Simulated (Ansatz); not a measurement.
Input:

LiBr:
```xyz
2
Lattice="0.0000 2.6551 2.6551 2.6551 0.0000 2.6551 2.6551 2.6551 0.0000" Properties=species:S:1:pos:R:3 pbc="T T T"
Li     0.0000     0.0000     0.0000
Br     2.6551     2.6551     2.6551
```

This is the LDA-relaxed structure.

Problem. All from LDA (plane waves, PAW; program Ansatz), unless another level is named. Give the electron effective mass.

Solution. 0.34 mₑ (isotropic).

Problem. Predict the formation energy from the elements (no fitted shifts).

Solution. -1.60 eV/atom.

Problem. What about the weight of the valence-edge state by species (Voronoi cells)?

Solution. Br 90 %, Li 10 %.

Problem. Predict the valence-band maximum.

Solution. on the K–Γ line, 78 % of the way from K.

Problem. And the conduction-band minimum?

Solution. at Γ.

Space group Fm-3m (rock salt). The LDA relaxation kept the symmetry of its start; phonons on a q-mesh show no instability. The references are the lowest solids computed at this level, not always the standard phases. Spin–orbit coupling is left out wherever it is not named.

Potentials: the later of the program's two PAW sets.

Edges and masses are those of Kohn–Sham bands, whose gap is no quasiparticle gap.
